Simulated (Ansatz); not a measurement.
MgF2:
```cif
data_F4Mg2
_chemical_formula_sum 'Mg2 F4'
_space_group_name_H-M_alt 'P42/mnm'
_space_group_IT_number 136
_space_group_name_Hall '-P 4n 2n'
_cell_length_a 4.55509
_cell_length_b 4.55509
_cell_length_c 3.01254
_cell_angle_alpha 90.000
_cell_angle_beta 90.000
_cell_angle_gamma 90.000
loop_
_atom_site_label
_atom_site_type_symbol
_atom_site_symmetry_multiplicity
_atom_site_Wyckoff_symbol
_atom_site_fract_x
_atom_site_fract_y
_atom_site_fract_z
_atom_site_occupancy
Mg1 Mg 2 a 0.00000 0.00000 0.00000 1
F1 F 4 f 0.30298 0.30298 0.00000 1
```

Relaxed with LDA.

### Question
Which orbitals make up the states near the band edges in LDA in the plane-wave PAW code Ansatz?

### Answer
Top 1 eV of the valence band: F 2p 99 %. Bottom 1 eV of the conduction band: Mg 3s 72 %, F 2s 23 %. Projections are on Löwdin-orthogonalised atomic valence shells; empty p or d shells of many metals are not among them.

### Question
Tabulate the density of states.

### Answer
States/eV per cell of 6 atoms, in 0.25 eV bins, energy from the valence-band maximum.

```
E (eV)  total   F 2p  Mg 3s  F 2s
------  -----  -----  -----  ----
-4.45    0.00   0.00   0.00  0.00
-4.20    0.41   0.36   0.04  0.00
-3.95    1.55   1.40   0.12  0.01
-3.70    4.30   3.93   0.30  0.03
-3.45    4.55   4.19   0.28  0.04
-3.20    3.87   3.69   0.11  0.02
-2.95    5.38   5.18   0.11  0.02
-2.70    4.74   4.55   0.11  0.03
-2.45    5.15   4.96   0.10  0.03
-2.20    5.36   5.19   0.08  0.03
-1.95    6.32   6.17   0.06  0.02
-1.70    6.94   6.82   0.04  0.01
-1.45   12.08  11.94   0.02  0.01
-1.20    8.89   8.80   0.02  0.01
-0.95    5.35   5.31   0.01  0.00
-0.70   11.74  11.67   0.01  0.00
-0.45    7.85   7.81   0.00  0.00
-0.20    1.43   1.42   0.00  0.00
0.05     0.09   0.09   0.00  0.00
0.30     0.00   0.00   0.00  0.00
0.55     0.00   0.00   0.00  0.00
0.80     0.00   0.00   0.00  0.00
1.05     0.00   0.00   0.00  0.00
1.30     0.00   0.00   0.00  0.00
1.55     0.00   0.00   0.00  0.00
1.80     0.00   0.00   0.00  0.00
2.05     0.00   0.00   0.00  0.00
2.30     0.00   0.00   0.00  0.00
2.55     0.00   0.00   0.00  0.00
2.80     0.00   0.00   0.00  0.00
3.05     0.00   0.00   0.00  0.00
3.30     0.00   0.00   0.00  0.00
3.55     0.00   0.00   0.00  0.00
3.80     0.00   0.00   0.00  0.00
4.05     0.00   0.00   0.00  0.00
4.30     0.00   0.00   0.00  0.00
4.55     0.00   0.00   0.00  0.00
4.80     0.00   0.00   0.00  0.00
5.05     0.00   0.00   0.00  0.00
5.30     0.00   0.00   0.00  0.00
5.55     0.00   0.00   0.00  0.00
5.80     0.00   0.00   0.00  0.00
6.05     0.00   0.00   0.00  0.00
6.30     0.00   0.00   0.00  0.00
6.55     0.00   0.00   0.00  0.00
6.80     0.00   0.00   0.00  0.00
7.05     0.00   0.00   0.00  0.00
7.30     0.06   0.00   0.04  0.02
7.55     0.11   0.00   0.08  0.03
7.80     0.17   0.01   0.12  0.04
8.05     0.21   0.01   0.15  0.04
8.30     0.25   0.02   0.18  0.05
8.55     0.30   0.02   0.21  0.05
8.80     0.34   0.03   0.25  0.06
9.05     0.40   0.03   0.29  0.06
9.30     0.51   0.05   0.37  0.07
9.55     0.51   0.05   0.37  0.07
9.80     0.50   0.05   0.36  0.06
10.05    0.61   0.06   0.43  0.06
10.30    0.70   0.06   0.48  0.06
10.55    0.78   0.07   0.51  0.06
10.80    0.87   0.07   0.55  0.06
11.05    0.96   0.07   0.56  0.05
11.30    1.08   0.07   0.56  0.05
11.55    1.15   0.07   0.57  0.04
11.80    1.26   0.07   0.56  0.04
```

Space group P4_2/mnm (rutile). Symmetry was held in the LDA relaxation.

Potentials: the later of the program's two PAW sets.
